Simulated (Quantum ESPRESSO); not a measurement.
## Ga2AlInAs4 (input and log of a self-consistent run)

A calculation, not a measurement. The program is pw.x of Quantum ESPRESSO 7.5 (plane-wave density functional theory). The cell is made up: 8 atoms on a zincblende/diamond lattice, with randomly drawn elements, strain and displacements, not relaxed. PseudoDojo standard norm-conserving files (v0.5 for PBE, v0.4.1 for LDA and PBEsol) set the functional; there is no spin polarisation, spin-orbit coupling or dispersion term, and the masses in the input are unused placeholders.

Input:

```
&control calculation='scf', pseudo_dir='./dojo.nc.sr.pbe.v0_5.standard.upf', outdir='./o', disk_io='low', tprnfor=.true., tstress=.true. /
&system ibrav=0, nat=8, ntyp=4, nbnd=61, ecutwfc=84.00895049, nosym=.true., tot_charge=0,
 occupations='smearing', smearing='fd', degauss=0.0073498644
/
&electrons conv_thr=7.350e-09, electron_maxstep=60, /
ATOMIC_SPECIES
Al 1.0 Al.upf
As 1.0 As.upf
Ga 1.0 Ga.upf
In 1.0 In.upf
CELL_PARAMETERS angstrom
6.0081 0.0955 -0.0015
0.0955 5.8943 -0.0348
-0.0015 -0.0348 6.0064
ATOMIC_POSITIONS angstrom
Ga 0.1545 -0.0285 -0.1906
Al 0.0497 3.085 2.9681
In 3.0068 -0.1953 3.2173
Ga 3.1235 2.9845 -0.0373
As 1.5985 1.4143 1.3741
As 1.4576 4.4411 4.4866
As 4.5236 1.5768 4.5214
As 4.4577 4.6729 1.4394
K_POINTS automatic
6 6 6 1 1 1
```

The log is shortened where brackets say so; the opening notice, blank lines, dates and the lines on written files are dropped, and the path of the files is cut. It prints rydbergs, bohrs and kilobars, and counts compression as positive stress.

```
     Program PWSCF v.7.5
     Parallel version (MPI & OpenMP), running on       4 processor cores
     Number of MPI processes:                 4
     Threads/MPI process:                     1
     [start-up lines left out]
     bravais-lattice index     =            0
     lattice parameter (alat)  =      11.3551  a.u.
     unit-cell volume          =    1435.0053 (a.u.)^3
     number of atoms/cell      =            8
     number of atomic types    =            4
     number of electrons       =       102.00
     number of Kohn-Sham states=           61
     kinetic-energy cutoff     =      84.0090  Ry
     charge density cutoff     =     336.0358  Ry
     scf convergence threshold =      7.3E-09
     mixing beta               =       0.7000
     number of iterations used =            8  plain     mixing
     Exchange-correlation= PBE
                           (   1   4   3   4   0   0   0)
     [axes and pseudopotential details left out]
   Cartesian axes
     site n.     atom                  positions (alat units)
         1        Ga     tau(   1) = (   0.0257120  -0.0047430  -0.0317198  )
         2        Al     tau(   2) = (   0.0082711   0.5134086   0.4939540  )
         3        In     tau(   3) = (   0.5003945  -0.0325020   0.5354261  )
         4        Ga     tau(   4) = (   0.5198158   0.4966833  -0.0062075  )
         5        As     tau(   5) = (   0.2660239   0.2353691   0.2286790  )
         6        As     tau(   6) = (   0.2425752   0.7390920   0.7466642  )
         7        As     tau(   7) = (   0.7528218   0.2624125   0.7524556  )
         8        As     tau(   8) = (   0.7418546   0.7776684   0.2395463  )
     number of k points=   108  Fermi-Dirac smearing, width (Ry)=  0.0073
     Number of k-points >= 100: set verbosity='high' to print them.
     Dense  grid:   149261 G-vectors     FFT dimensions: (  72,  72,  72)
     Estimated max dynamical RAM per process >     704.82 MB
     Estimated total dynamical RAM >       2.65 GB
     Initial potential from superposition of free atoms
     starting charge     101.9874, renormalised to     102.0000
     Starting wfcs are   67 randomized atomic wfcs
     total cpu time spent up to now is       10.7 secs
     per-process dynamical memory:   606.1 Mb
     Self-consistent Calculation
     iteration #  1     ecut=    84.01 Ry     beta= 0.70
     Davidson diagonalization with overlap
     ethr =  1.00E-02,  avg # of iterations =  3.9
     Threshold (ethr) on eigenvalues was too large:
     Diagonalizing with lowered threshold
     Davidson diagonalization with overlap
     ethr =  2.31E-04,  avg # of iterations =  3.3
     total cpu time spent up to now is       63.0 secs
     total energy              =   -1291.98635056 Ry
     estimated scf accuracy    <       0.23881893 Ry
     iteration #  2     ecut=    84.01 Ry     beta= 0.70
     Davidson diagonalization with overlap
     ethr =  2.34E-04,  avg # of iterations =  3.2
     total cpu time spent up to now is       89.1 secs
     total energy              =   -1292.03138504 Ry
     estimated scf accuracy    <       0.07668753 Ry
     iteration #  3     ecut=    84.01 Ry     beta= 0.70
     Davidson diagonalization with overlap
     ethr =  7.52E-05,  avg # of iterations =  3.2
     total cpu time spent up to now is      113.8 secs
     total energy              =   -1292.04803155 Ry
     estimated scf accuracy    <       0.00917830 Ry
     iteration #  4     ecut=    84.01 Ry     beta= 0.70
     Davidson diagonalization with overlap
     ethr =  9.00E-06,  avg # of iterations =  7.9
     total cpu time spent up to now is      144.7 secs
     total energy              =   -1292.05033065 Ry
     estimated scf accuracy    <       0.00342273 Ry
     iteration #  5     ecut=    84.01 Ry     beta= 0.70
     Davidson diagonalization with overlap
     ethr =  3.36E-06,  avg # of iterations =  2.3
     total cpu time spent up to now is      167.5 secs
     total energy              =   -1292.05095912 Ry
     estimated scf accuracy    <       0.00007261 Ry
     iteration #  6     ecut=    84.01 Ry     beta= 0.70
     Davidson diagonalization with overlap
     ethr =  7.12E-08,  avg # of iterations =  4.0
     total cpu time spent up to now is      194.7 secs
     total energy              =   -1292.05098467 Ry
     estimated scf accuracy    <       0.00001899 Ry
     iteration #  7     ecut=    84.01 Ry     beta= 0.70
     Davidson diagonalization with overlap
     ethr =  1.86E-08,  avg # of iterations =  2.1
     total cpu time spent up to now is      218.3 secs
     total energy              =   -1292.05098938 Ry
     estimated scf accuracy    <       0.00000245 Ry
     iteration #  8     ecut=    84.01 Ry     beta= 0.70
     Davidson diagonalization with overlap
     ethr =  2.40E-09,  avg # of iterations =  2.0
     total cpu time spent up to now is      242.9 secs
     total energy              =   -1292.05098985 Ry
     estimated scf accuracy    <       0.00000021 Ry
     iteration #  9     ecut=    84.01 Ry     beta= 0.70
     Davidson diagonalization with overlap
     ethr =  2.03E-10,  avg # of iterations =  3.2
     total cpu time spent up to now is      268.2 secs
     total energy              =   -1292.05098991 Ry
     estimated scf accuracy    <       0.00000002 Ry
     iteration # 10     ecut=    84.01 Ry     beta= 0.70
     Davidson diagonalization with overlap
     ethr =  1.97E-11,  avg # of iterations =  3.7
     total cpu time spent up to now is      297.4 secs
     total energy              =   -1292.05098992 Ry
     estimated scf accuracy    <          9.2E-09 Ry
     iteration # 11     ecut=    84.01 Ry     beta= 0.70
     Davidson diagonalization with overlap
     ethr =  9.05E-12,  avg # of iterations =  2.1
     total cpu time spent up to now is      319.7 secs
     End of self-consistent calculation
     [lines on levels left out]
!    total energy              =   -1292.05098993 Ry
     estimated scf accuracy    <          7.6E-10 Ry
     smearing contrib. (-TS)   =      -0.00051435 Ry
     internal energy E=F+TS    =   -1292.05047557 Ry
     The total energy is F=E-TS. E is the sum of the following terms:
     one-electron contribution =    -780.88468515 Ry
     hartree contribution      =     446.26472005 Ry
     xc contribution           =    -315.85463314 Ry
     ewald contribution        =    -641.57587734 Ry
     convergence has been achieved in  11 iterations
     Forces acting on atoms (cartesian axes, Ry/au):
     atom    1 type  3   force =    -0.06520107    0.07840392    0.07681130
     atom    2 type  1   force =    -0.02222575   -0.03804270   -0.04132332
     atom    3 type  4   force =    -0.00491963    0.09072746   -0.01462815
     atom    4 type  3   force =    -0.02067213    0.00307300    0.03134460
     atom    5 type  2   force =    -0.01931500    0.02843889    0.02101852
     atom    6 type  2   force =     0.01493025   -0.10197619    0.00235623
     atom    7 type  2   force =     0.03875204    0.00577982   -0.01781469
     atom    8 type  2   force =     0.07865130   -0.06640421   -0.05776450
     Total force =     0.240566     Total SCF correction =     0.000159
     Computing stress (Cartesian axis) and pressure
          total   stress  (Ry/bohr**3)                   (kbar)     P=       -8.52
  -0.00006057  -0.00009632  -0.00022185           -8.91      -14.17      -32.64
  -0.00009632  -0.00007386   0.00015749          -14.17      -10.86       23.17
  -0.00022185   0.00015749  -0.00003938          -32.64       23.17       -5.79
     init_run     :     10.18s CPU     10.63s WALL (       1 calls)
     electrons    :    305.25s CPU    309.08s WALL (       1 calls)
     forces       :      3.85s CPU      3.87s WALL (       1 calls)
     stress       :     13.56s CPU     13.86s WALL (       1 calls)
     [timing details left out]
     PWSCF        :   5m33.06s CPU   5m37.71s WALL
     JOB DONE.
```

In other units: free energy -17579.249 eV for the cell, pressure -0.85 GPa, largest force component 2.622 eV/Å. A rerun of a related cell, with the same atoms placed differently, at 1437 eV and a 8 x 8 x 8 mesh moved values by no more than 0.004 eV in energy, 0.02 GPa in stress and 0.002 eV/Å in force.